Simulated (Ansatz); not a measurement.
Property card for SiSn

SiSn:
```
SiSn
1.0
    3.82988     0.00000     0.00000
   -1.91494     3.31677     0.00000
    0.00000     0.00000     3.49251
Sn Si
1 1
Direct
  0.00000   0.00000   0.00000
  0.66667   0.33333   0.50000
```

Space group P-6m2 (No. 187); conventional cell a = b = 3.8299 Å, c = 3.4925 Å, α = β = 90.00°, γ = 120.00°.

Method: plane-wave PAW PBEsol (Ansatz code). The cell and atoms are relaxed at this level. Other levels are named where they apply.

**Cell and energy**

```
Item                                                         Result
-----------------------------------------------------  ------------
Volume per atom                                            22.18 Å³
Density                                                  5.49 g/cm³
Formation energy from the elements (no fitted shifts)  0.36 eV/atom
```

**Electronic structure**

```
Quantity                                                                    Result
------------------------------------  --------------------------------------------
Electronic character                                             metallic (no gap)
Density of states at the Fermi level  0.48 states/eV per atom (mean over ±0.08 eV)
Gap with spin–orbit coupling                                       none (metallic)
```

**Mechanics**

```
Item                                                                                              Value
--------------------------------------------  ---------------------------------------------------------
Bulk modulus (Birch–Murnaghan fit)                                                             59.0 GPa
Pressure derivative B′                                                                              5.2
Elastic constants (relaxed ions, GPa)         C11 = 78.2, C12 = 37.1, C13 = 68.3, C33 = 115, C44 = 30.3
Mechanical stability                                             stable (all eigenvalues of C positive)
Hill bulk and shear moduli                                                            61.6 and 20.6 GPa
Young's modulus                                                                                55.6 GPa
Poisson's ratio                                                                                    0.35
Debye temperature from the elastic constants                                                      231 K
```

**Phonons**

```
Item                                            Value
-----------------------------  ----------------------
Highest zone-centre frequency                214 cm⁻¹
Zone-centre stability          no imaginary mode at Γ
```

The cell is a constructed one: a structure type filled with these elements; neither database checked (COD, Materials Project) lists it. Whether it is the stable phase at ambient conditions was not checked. The cell keeps a stress of up to 0.2 GPa. The cell was relaxed with PBEsol under the symmetry of its start. As this level gives no gap, shear constants depend on the k-mesh and smearing (Fermi–Dirac, 0.1 eV here). As this level gives no gap, phonon frequencies hold no LO–TO term and depend on the k-mesh and smearing (Fermi–Dirac, 0.1 eV here). On the denser mesh and wider smearing of the elastic run this cell carries a stress of 0.7 GPa. The references are the lowest solids computed at this level, not always the standard phases. Spin–orbit coupling is left out wherever it is not named.

Potentials: the later of the program's two PAW sets.
